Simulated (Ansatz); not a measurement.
## What a trial cell of HfAs3 relaxes into

Computed with DFT PBE, scalar-relativistic, plane waves, PAW in Ansatz 0.2.0. Cutoff 420 eV, Gaussian smearing, Γ-centred meshes. Cell and atoms relax first on a coarse mesh and then on a finer one. In between, the cell is made exact in the group found at 0.06 Å. In metals the finer mesh still leaves noise of several meV/atom or more. The steps can't lower the symmetry of their start. No spin polarisation.

The guess for HfAs3 was made by a generator: random cell by space group and Wyckoff sites (Im-3m, No. 229). Its size is a rough estimate.

```cif
data_structure
_symmetry_space_group_name_H-M 'Im-3m'
_symmetry_Int_Tables_number 229
_cell_length_a 4.9180
_cell_length_b 4.9180
_cell_length_c 4.9180
_cell_angle_alpha 90.000
_cell_angle_beta 90.000
_cell_angle_gamma 90.000
_cell_volume 118.95
loop_
_atom_site_label
_atom_site_type_symbol
_atom_site_symmetry_multiplicity
_atom_site_Wyckoff_symbol
_atom_site_fract_x
_atom_site_fract_y
_atom_site_fract_z
_atom_site_occupancy
Hf1 Hf 2 a 0.00000 0.00000 0.00000 1
As1 As 6 b 0.50000 0.00000 0.00000 1
```

The zero of energy is the elements' standard structures at the same level; no fitted shifts are applied.

**Question.** Describe the relaxed structure.

**Answer.** The symmetry stays Im-3m (No. 229). The volume per atom grows by 42.7 %, from 14.9 to 21.2 Å³. The shortest distance goes from 2.46 Å (Hf–As and As–As) to 2.77 Å (Hf–As and As–As). The energy falls by about 1.0 eV/atom (the start's value is from the coarse mesh). Conventional cell: a = 5.537 Å. Hf has 6 As at 2.77 Å; around As lie 2 Hf at 2.77 Å and 4 As at 2.77 Å.

```cif
data_structure
_symmetry_space_group_name_H-M 'Im-3m'
_symmetry_Int_Tables_number 229
_cell_length_a 5.5372
_cell_length_b 5.5372
_cell_length_c 5.5372
_cell_angle_alpha 90.000
_cell_angle_beta 90.000
_cell_angle_gamma 90.000
_cell_volume 169.77
loop_
_atom_site_label
_atom_site_type_symbol
_atom_site_symmetry_multiplicity
_atom_site_Wyckoff_symbol
_atom_site_fract_x
_atom_site_fract_y
_atom_site_fract_z
_atom_site_occupancy
Hf1 Hf 2 a 0.00000 0.00000 0.00000 1
As1 As 6 b 0.50000 0.00000 0.00000 1
```

**Question.** How does it come out in energy, and is it a metal?

**Answer.** The energy over the elements is −0.19 eV/atom. The gap on the 12×12×12 mesh of the 4-atom cell is 0 eV (a metal).

It lies below the elements, which doesn't yet make it stable against other compounds or structures.

The last run used Gaussian smearing of 0.10 eV. Spin–orbit coupling, which can matter for Hf, is left out. The cell is a metal run without spin; a magnetic state may lie lower. The reference form of As is held partly by dispersion forces, which this level lacks. Symmetry constrained the relaxation, so the result can be a saddle point. In all, the 3 runs took 89 s on 1 thread of Arm Neoverse V2 (shared host).
